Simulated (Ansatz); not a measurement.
SbO2 (space group C2/c)

```
SbO2
1.0
    6.03355    -2.43492     0.00000
    6.03355     2.43492     0.00000
   -1.37420     0.00000     5.22990
Sb O
4 8
Cartesian
  5.00291   1.06843   3.92243
  5.69000  -1.06843   1.30748
  3.01678   1.21746   0.00000
  2.32968  -1.21746   2.61495
  4.85950   0.42407   0.17052
  5.83341  -0.42407   5.05938
  6.52051   0.42407   2.44443
  4.17240  -0.42407   2.78547
  8.65721   0.25677   4.32925
  2.03570  -0.25677   0.90065
  1.34860   0.25677   3.51560
  9.34430  -0.25677   1.71430
```

The slice is a (100) plane (indices of the conventional cell) through the point (0.281, 0.719, 0.750) (fractional), spanned by u = [1 -1 0] and v = [001] in vectors of this cell: u (4.87 Å) and v (5.41 Å, at 90° to u). It covers one period; positions are fractions (u, v).

Level of theory: PBEsol (plane waves to 420 eV, PAW, scalar-relativistic; Ansatz, a first-principles code). k mesh 6×6×5. Near the nuclei the fields are pseudised (PAW); where an atom keeps semicore shells as valence, they peak there. SbO2 was relaxed with its symmetry unable to fall. Spin-orbit coupling is left out, though Sb is heavy. This is one of several known forms of SbO2; the measured ambient cells at hand have space group No. 33.

Three fields on this plane, each scaled to ten steps between its own extremes (0 low, 9 high; the total valence density on a logarithmic scale, the potential cut 8 eV below its top; x marks points blanked near nuclei; v = 0 in the bottom row):

Map A
```
|xxxx665210000000113454xxx|
|xxxx875310000000123465xxx|
|xxx89863210000001234676xx|
|xx8998642100000112245776x|
|7789876532111111122345677|
|5667776543221122222334455|
|3445666654433333222223333|
|2234567776655544332222211|
|1123567898777765432211111|
|0012468998xxx777542211000|
|001236898xxxxx67643210000|
|00013578xxxxxxx6643110000|
|0001256xxxxxxxx4543110000|
|0001246xxxxxxxxx543110000|
|0001256xxxxxxxx4543110000|
|00013578xxxxxxx6643110000|
|001236898xxxxx67643210000|
|0012468998xxx777542211000|
|1123567898777765432211111|
|2234567776655544332222211|
|3445666654433333222223333|
|5667776543221122222334455|
|7789876532111111122345677|
|xx8998642100000112245776x|
|xxx89863210000001234676xx|
|xxxx875310000000123465xxx|
|xxxx665210000000113454xxx|
|xxxxx6421000000011345xxxx|
```

Map B
```
|xxxx000268999999863000xxx|
|xxxx000368999998864000xxx|
|xxx00004678999988752000xx|
|xx0000246788888887630000x|
|0000013566777777776520000|
|0000234555555667777653000|
|2223444432222345667665432|
|5555543200000013567777665|
|7766531000000000356777777|
|8876420000xxx000036788888|
|987640000xxxxx00025788999|
|99863000xxxxxxx0004688999|
|9986200xxxxxxxx0004689999|
|9986200xxxxxxxxx003689999|
|9986200xxxxxxxx0004689999|
|99863000xxxxxxx0004688999|
|987640000xxxxx00025788999|
|8876420000xxx000036788888|
|7766531000000000356777777|
|5555543200000013567777665|
|2223444432222345667665432|
|0000234555555667777653000|
|0000013566777777776520000|
|xx0000246788888887630000x|
|xxx00004678999988752000xx|
|xxxx000368999998864000xxx|
|xxxx000268999999863000xxx|
|xxxxx0026899999986300xxxx|
```

Map C
```
|xxxx221110000000279875xxx|
|xxxx211111100000169976xxx|
|xxx22122222100000389765xx|
|xx3211223332100001588665x|
|3221111223221000002576554|
|2211100122211100000245443|
|1111100111112222100012222|
|1222100111223455420000011|
|2232211112334557752000001|
|2333221123xxx567885100001|
|122222122xxxxx56798300000|
|01111122xxxxxxx6799510000|
|0001112xxxxxxxx5799720000|
|0000112xxxxxxxxx789720000|
|0001112xxxxxxxx5799720000|
|01111122xxxxxxx6799510000|
|122222122xxxxx56798300000|
|2333221123xxx567885100001|
|2232211112334557752000001|
|1222100111223455420000011|
|1111100111112222100012222|
|2211100122211100000245443|
|3221111223221000002576554|
|xx3211223332100001588665x|
|xxx22122222100000389765xx|
|xxxx211111100000169976xxx|
|xxxx221110000000279875xxx|
|xxxxx2110000000027987xxxx|
```

Q: Assign the maps to these fields: density of the lowest conduction band (whole band as if filled, smooth part); electron localisation function (ELF); electrostatic potential energy of an electron, from the cell's mean.

A: A is the density of the lowest conduction band (whole band as if filled, smooth part); B is the electrostatic potential energy of an electron, from the cell's mean; C is the electron localisation function (ELF).
